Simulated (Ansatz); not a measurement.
Problem. Each is relaxed and computed with plane-wave PAW r²SCAN (Ansatz code). Which is the only one with a gap?
(A) EuFe2P2, I4/mmm (Eu on 2a, Fe on 4d, P on 4e)
(B) Cd2P3I, C2/c (Cd on 8f, P on 4e, P on 8f, I on 4e)
(C) FeP, Pnma (Fe on 4c, P on 4c)
(D) Cr3NiP4, Pm (Pearson symbol mP8)

Solution. B, Cd2P3I, C2/c (Cd on 8f, P on 4e, P on 8f, I on 4e). Cd2P3I: gap 1.41 eV (indirect); EuFe2P2: metal; Cr3NiP4: metal; FeP: metal. The 4f shell is in the valence, and the state reached may lie above the lowest one. Spin orders computed, not proven ground states: EuFe2P2, I4/mmm (Eu on 2a, Fe on 4d, P on 4e) ferromagnetic; Cr3NiP4, Pm (Pearson symbol mP8) ferrimagnetic; FeP, Pnma (Fe on 4c, P on 4c) antiferromagnetic. Standing as an ambient phase not checked: Cd2P3I, C2/c (Cd on 8f, P on 4e, P on 8f, I on 4e); EuFe2P2, I4/mmm (Eu on 2a, Fe on 4d, P on 4e); Cr3NiP4, Pm (Pearson symbol mP8); FeP, Pnma (Fe on 4c, P on 4c). Perhaps ordered models of mixed-site phases: Cr3NiP4, Pm (Pearson symbol mP8). All cells were relaxed under the symmetry of their starts (and spin orders); stability against distortions was not tested throughout. Cells of antiferromagnets are given as chemical subcells. No Hubbard U is applied. Scalar-relativistic: spin–orbit coupling is off unless named, which matters more the heavier the elements.

Potentials: the later of the program's two PAW sets.
